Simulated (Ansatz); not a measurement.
GaAs:
Space group F-43m (No. 216); a = 5.6587 Å, b = 5.6587 Å, c = 5.6587 Å, α = 90.00°, β = 90.00°, γ = 90.00°

```tsv
atom	site	symmetry	x	y	z
As	4c	-43m	0.2500	0.2500	0.2500
Ga	4a	-43m	0.0000	0.0000	0.0000
```
(The calculation used a cell of 2 atoms; values per cell refer to that cell.)

Relaxed with PBEsol. PBEsol (plane waves, PAW; program Ansatz) gives a gap of 0.42 eV.

### Question
What gap does HSE06 give on the same cell (Ansatz, PAW)?

### Answer
1.40 eV, 0.98 eV more. The hybrid was solved on a coarser mesh and at special points; its gap is the smallest among all of these.

```
k  v1 PBEsol  c1 PBEsol    v1 HSE06    c1 HSE06
-  ---------  ---------  ----------  ----------
Γ       0.00       0.42        0.00        1.40
X      -2.68       1.36  (withheld)  (withheld)
L      -1.14       0.92  (withheld)  (withheld)
W      -3.36       4.58  (withheld)  (withheld)
K      -2.26       1.88  (withheld)  (withheld)
```

### Question
Top valence (v1) and lowest conduction level (c1) in eV from each method's valence maximum (which need not be a listed point): supply the withheld HSE06 values.

### Answer

- X, v1 HSE06: -2.90
- X, c1 HSE06: 2.06
- W, v1 HSE06: -3.59
- W, c1 HSE06: 5.45
- K, v1 HSE06: -2.44
- K, c1 HSE06: 2.63
- L, v1 HSE06: -1.23
- L, c1 HSE06: 1.75

Cost on shared cores: the PBEsol run (SCF on a 9×9×9 mesh, then bands and DOS) very roughly 13 core-seconds, the HSE06 run (SCF on 6×6×6, then a few points) very roughly 90 core-seconds; the tasks are unlike.

The PBEsol relaxation kept the symmetry of its start. Spin–orbit coupling is left out wherever it is not named.

Potentials: the later of the program's two PAW sets.
